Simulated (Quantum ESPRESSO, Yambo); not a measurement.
## Levels of theory for the gap of CdF₂

CdF$_{2}$ (fluorite, space group Fm-3m, No. 225): one geometry, one set of LDA (pw.x of Quantum ESPRESSO, ONCV potentials, no spin-orbit coupling) orbitals, self-energies from Yambo (4×4×4 Γ-centred k mesh, bands 5 to 98 and a 10 Ry block in the screening, 98 bands in G with the Bruneval-Gonze terminator, plasmon pole fitted at 27.2 eV).

The geometry is that of Materials Project entry mp-241, symmetrised and not relaxed again.

| level | gap W → Γ (eV) | direct gap at Γ (eV) | rough Yambo cost |
|---|---|---|---|
| LDA (Quantum ESPRESSO) | 2.80 | 3.27 | – |
| exchange only (Hartree-Fock self-energy on LDA orbitals) | 15.19 | 15.79 | about 1/5 (8 states) |
| static COHSEX@LDA | 7.02 | 7.66 | within a factor of two (3 states) |
| G0W0@LDA, plasmon pole | 5.79 | 6.52 | 1 (8 states) |
| G0W0@LDA, multipole fit to 8 frequencies, no terminator | 5.57 | 6.30 | within a factor of two (3 states) |
| G0W0@LDA, plasmon pole, no terminator | 5.63 | 6.36 | about 1/5 (3 states, screening reused) |

Bare exchange has no screening and gives the widest gap; static COHSEX screens it but leaves out the frequency dependence, which G0W0 restores.

Costs are rough ratios of core time on shared machines.

Nearest settings tried, and what they do to the gap: 65 bands in W, 65 bands in G: +82 meV; 8 Ry block (137 vectors against 169): -26 meV. Not varied: mesh. So the settings aren't converged at that level.

Spin-orbit splittings are left out.
